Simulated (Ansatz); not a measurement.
**TiO2, one structure, two calculations**

Cell: a Materials Project structure (computed, not necessarily an observed phase), whose atoms a relaxation with PBE at fixed cell left in place.

Space group P4_2/mnm (No. 136); a = 4.5998, c = 2.9592 Å.

| site | Wyckoff | site symmetry | x | y | z |
| --- | --- | --- | --- | --- | --- |
| Ti | 2b | m.mm | 0.5000 | 0.5000 | 0.0000 |
| O | 4g | m.2m | 0.6957 | 0.6957 | 0.5000 |

One atom of each set is listed.

First run. The numbers come from a DFT calculation in Ansatz (PBE, plane waves and PAW, scalar-relativistic, 420 eV cutoff, Γ-centred 7×7×11 k-points, Fermi–Dirac smearing 0.01 eV).

```json
{"site": "Ti", "V_zz (10²¹ V/m²)": "-2.04", "η": "0.18"}
{"site": "O", "V_zz (10²¹ V/m²)": "2.42", "η": "0.98"}
```

Second run. The same atoms and settings, except that the functional is r2SCAN and the cutoff is 500 eV.

**Question.** Given the first result, estimate the second.

**Answer.** 

```json
{"site": "Ti", "V_zz": "-2.09", "η": "0.18", "change of V_zz": "-0.05"}
{"site": "O", "V_zz": "-2.67", "η": "0.89", "change of V_zz": "–"}
```

The largest change of V_zz along a kept axis is on Ti, from -2.04 to -2.09. The whole tensor moves most on O, by 0.27 along its most changed direction. In per cent, |V_zz| changes by +3 on Ti (all sites that start above 0.5, bar those whose gradient vanishes or changes sign or whose main axis turns by over 40°). On O the largest principal value lies along another axis in the second run, so the two V_zz can't be compared directly.

For the first run: At this cell the principal stresses reach 5 GPa in size with PBE, which can matter for small gradients.
